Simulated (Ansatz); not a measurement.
AlBRu3 (cubic perovskite, Pm-3m) under volume change, the program Ansatz at the PBE level (PAW), scaled uniformly.

```tsv
V (Å³/atom)	E − E(relaxed) (meV/atom)	P (GPa)
12.097	90.1	26.29
12.496	37.8	16.04
12.894	8.9	7.37
13.293	0.0	0.01
13.692	8.0	-6.22
14.091	30.2	-11.50
14.490	64.5	-15.96
```

Question: What does a third-order Birch–Murnaghan fit give for V₀, B₀ and B′?

Answer: V₀ = 13.29 Å³/atom, B₀ = 225 GPa, B′ = 4.5.

The start of the workflow was typed in or built on a structure type; neither database checked (COD, Materials Project) lists it. Its standing as an ambient phase is unchecked. The PBE relaxation kept the symmetry of its start; whether a distortion lowers the energy is not shown. The run is not spin-polarised.

Potentials: the later of the program's two PAW sets.
